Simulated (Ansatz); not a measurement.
A distorted cell of LiZn (space group Fd-3m):

```
CELL_PARAMETERS angstrom
      0.00000     3.06606     3.18870
      3.06606     0.00000     3.18870
      3.06606     3.06606     0.00000
ATOMIC_POSITIONS crystal
  Li 0.75000 0.75000 0.75000
  Li 0.50000 0.50000 0.50000
  Zn 0.25000 0.25000 0.25000
  Zn 0.00000 0.00000 0.00000
```

Calculation: PBEsol (plane waves to 420 eV, PAW, scalar-relativistic; Ansatz, a quantum-chemistry and plane-wave program). k mesh 13×13×13 (Γ-centred), Fermi-Dirac smearing 0.05 eV. Energies are smeared free energies. Stress and pressure are positive under compression. With partly filled bands, the response to shear is sensitive to the k mesh, so small differences along c/a are uncertain. LiZn was relaxed with its symmetry unable to fall.

**Question.** What is the stress tensor (GPa)?

**Answer.** 
```
   -2.8      0.0      0.0
    0.0     -2.8      0.0
    0.0      0.0     -3.7
```
The pressure, a third of the trace, is -3.1 GPa.

**Question.** It is the relaxed cell deformed to V/V₀ = 1.080, (c/a)/(c/a)₀ = 1.040, c along z, fractional positions held. What is its energy relative to the relaxed cell?

**Answer.** 13 meV/atom.

(A scan under strain: stresses follow from slopes of the energy per volume, elastic moduli from its curvatures.)
